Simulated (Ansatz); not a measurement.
With PBE (plane waves, PAW; program Ansatz), W in the diamond structure (Fd-3m) relaxes to a = 5.830 Å. W has 4 nearest neighbours from 2.52 Å (tetrahedral).

Electronic character: metallic (no gap). Gap from PBE with spin–orbit coupling: none (metallic).

An equation-of-state fit gives a bulk modulus of 120 GPa.

The start of the workflow was typed in or built on a structure type; neither database checked (COD, Materials Project) lists it. It is not the phase usual at ambient conditions (space group No. 229). The cell was relaxed with PBE under the symmetry of its start; whether a distortion lowers the energy is not shown. The run is not spin-polarised. Spin–orbit coupling is left out wherever it is not named.

Potentials: the later of the program's two PAW sets.
